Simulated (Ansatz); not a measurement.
NaCl (rock salt)

```
NaCl
1.0
    0.00000     5.69553     5.69553
    2.84776     2.84776     5.69553
    2.84776     2.84776     0.00000
Cl Na
2 2
Direct
  0.00000   0.00000   0.00000
  0.50000   0.00000   0.00000
  0.00000   0.50000   0.50000
  0.50000   0.50000   0.50000
```

The atoms are displaced by Q × the pattern below (from a DFPT mode at X = (0.5, 0.5, 0.0), largest move 1; Q in Å), at fixed cell. (q is in reciprocal vectors of the primitive cell; the cell shown is doubled to hold the pattern.)

| atom | x | y | z |
|---|---|---|---|
| Cl1 | 0.000 | 0.000 | -0.632 |
| Cl2 | 0.000 | 0.000 | 0.632 |
| Na3 | 0.000 | 0.000 | -1.000 |
| Na4 | 0.000 | 0.000 | 1.000 |

All values below come from PBE (plane waves to 420 eV, PAW, scalar-relativistic; Ansatz, a program for electronic structure). k mesh 10×10×10 (Γ-centred), Fermi-Dirac smearing 0.05 eV. The energy includes the smearing's −TS. NaCl was relaxed with its symmetry unable to fall. The zero of ΔE is the undisplaced structure.

```csv
Q (Å),ΔE (meV/cell)
-0.2800,209.0
-0.2333,144.1
-0.1867,91.6
-0.1400,withheld
-0.0933,22.7
-0.0467,5.7
0.0000,0.0
0.0467,5.7
0.0933,22.7
0.1400,withheld
0.1867,91.6
0.2333,144.1
0.2800,209.0
```

**Question.** Fit an even polynomial form (powers 2, 4) to the given rows and predict ΔE at Q = 0.1400.

**Answer.** Least squares on the 11 given rows: ΔE = (2601)·Q² + (834.2)·Q⁴, in meV/cell with Q in Å; root-mean-square residual 0.05 meV/cell. At 0.1400 the fit gives 51.3 meV/cell; the calculation gives 51.3 meV/cell, the same to the digits shown. The quadratic term alone would give 51.0 meV/cell.

(For displaced atoms, the force is minus the slope of the energy, and its curvature is a force constant, which sets phonon frequencies.)
